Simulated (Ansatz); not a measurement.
WS₂: a run for the field gradients

```yaml
crystal:
  lattice:
    - [3.18, 0.0, 0.0]
    - [-1.59, 2.753960784, 0.0]
    - [0.0, 0.0, 12.5]
  atoms:
    - { symbol: W, position: [0.3333333333, 0.6666666667, 0.25], spin: 2.0 }
    - { symbol: W, position: [0.6666666667, 0.3333333333, 0.75], spin: 2.0 }
    - { symbol: S, position: [0.3333333333, 0.6666666667, 0.625] }
    - { symbol: S, position: [0.6666666667, 0.3333333333, 0.125] }
    - { symbol: S, position: [0.3333333333, 0.6666666667, 0.875] }
    - { symbol: S, position: [0.6666666667, 0.3333333333, 0.375] }
magnetization:
  spin_polarized: true
kpoints:
  mp_grid: { grid: [11, 11, 3] }
scf:
  occupations: { method: fermi_dirac, width: 0.3 }
  n_extra_bands: 0
  max_iter: 80
hamiltonian:
  xc: pbe
  pseudopotentials: { kind: paw }
output:
  forces: true
  stress: true
  populations: true
  efg: { quadrupole_moments_barn: { S: -0.0694 }, contact_densities: true }
```

```sh
ansatz run input.yaml --threads 4 --pin off --max-ram 10240MiB --backend cpu --events-out ev --progress --plain --runs-dir out
```

Task: What happens when this input is run?

Result: The input was rejected before any iteration. The input holds no extra empty bands under a smearing of 0.3 eV. The program says:

```
Error: inconsistent input (scf.n_extra_bands): n_bands = 26 cannot host the net starting moment |Σ_I m_I| = 4.0000 μB: with N_el = 52 the majority spin channel must hold (N_el + |M|)/2 = 28.0000 electrons at no more than one per band — at least 28 bands (26 bands cap the reachable moment at 2·n_bands − N_el = 0.0000 μB); raise scf.n_extra_bands until at least 28 bands are solved (omitted, it auto-derives to 37)
```

Against a sound input the change was `scf.n_extra_bands`: not typed → 0; `scf.occupations`: {method: fermi_dirac, width: 0.02} → {method: fermi_dirac, width: 0.3}; `scf.max_iter`: not typed → 80.

With the sound settings the run converges and gives V_zz (10²¹ V/m²) W -17.91 (η 0.00), S -4.71 (η 0.00). Without spin–orbit coupling the gradients at and beside W can be off by some per cent, at some sites by more. The start moments die out, and the run ends without spin.
